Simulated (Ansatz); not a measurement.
Al2O3 (corundum)

```xyz
10
Lattice="2.4040 1.3879 4.3739 -2.4040 1.3879 4.3739 0.0000 -2.7759 4.3739" Properties=species:S:1:pos:R:3 pbc="T T T"
Al     0.0000     0.0000     4.6205
Al     0.0000     0.0000     1.9403
Al     0.0000     0.0000     8.5011
Al     0.0000     0.0000    11.1813
O     -0.9320     1.3879     7.6543
O     -0.7360    -1.5011     7.6543
O      1.6680     0.1132     7.6543
O      0.9320    -1.3879     5.4673
O      0.7360     1.5011     5.4673
O     -1.6680    -0.1132     5.4673
```

The numbers are results of PBE (plane waves to 420 eV, PAW, scalar-relativistic; Ansatz, a quantum-chemistry and plane-wave program), not measurements. DFPT wavenumbers on a 8×8×8 k mesh, in cm⁻¹; i marks imaginary ones, q is in fractions of the reciprocal vectors of the cell shown, and the three acoustic modes at Γ are left out. The non-analytic (LO-TO) term is not included, so polar modes at Γ have their transverse values. Al2O3 was relaxed with its symmetry unable to fall. The PAW data are Ansatz's earlier set.

Question: Does any mode at Γ come out imaginary?

Answer: No imaginary mode at these points (lowest 285 cm⁻¹ at Γ); other wave vectors were not tested.

Question: List the wavenumbers at Γ, with degeneracies.

Answer: 
| q | wavenumbers (cm⁻¹) |
|---|---|
| Γ | 285, 359 (×2), 363 (×2), 374, 395, 406 (×2), 415 (×2), 425 (×2), 511, 538 (×2), 550, 551 (×2), 578, 602 (×2), 610, 664, 714 (×2), 719 |
